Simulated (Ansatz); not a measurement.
SrO:
```
CELL_PARAMETERS angstrom
      0.00000     2.59749     2.59749
      2.59749     0.00000     2.59749
      2.59749     2.59749     0.00000
ATOMIC_POSITIONS crystal
  Sr 0.00000 0.00000 0.00000
  O  0.50000 0.50000 0.50000
```

x, y and z are the axes in which the lattice vectors are written.

Question: Give the high-frequency dielectric tensor and the Born effective charge tensors of the independent atoms from DFPT, plane-wave PAW PBE (Ansatz code).

Answer: 
ε∞:
```
3.79  0.00  0.00
0.00  3.79  0.00
0.00  0.00  3.79
```
Z* of atom 1 (Sr), rows: field, columns: displacement, in e:
```
2.44  0.00  0.00
0.00  2.44  0.00
0.00  0.00  2.44
```
Z* of atom 2 (O), rows: field, columns: displacement, in e:
```
-2.44   0.00   0.00
 0.00  -2.44   0.00
 0.00   0.00  -2.44
```

Static charges for comparison (Bader): Sr1 +1.49, O2 -1.49 e. Born charges measure polarisation by displacement and can exceed these by far.

Space group Fm-3m (rock salt). The PBE relaxation kept the symmetry of its start; phonons on a q-mesh show no instability. Scalar-relativistic: spin–orbit coupling is off unless named, which matters more the heavier the elements.

Potentials: the later of the program's two PAW sets.
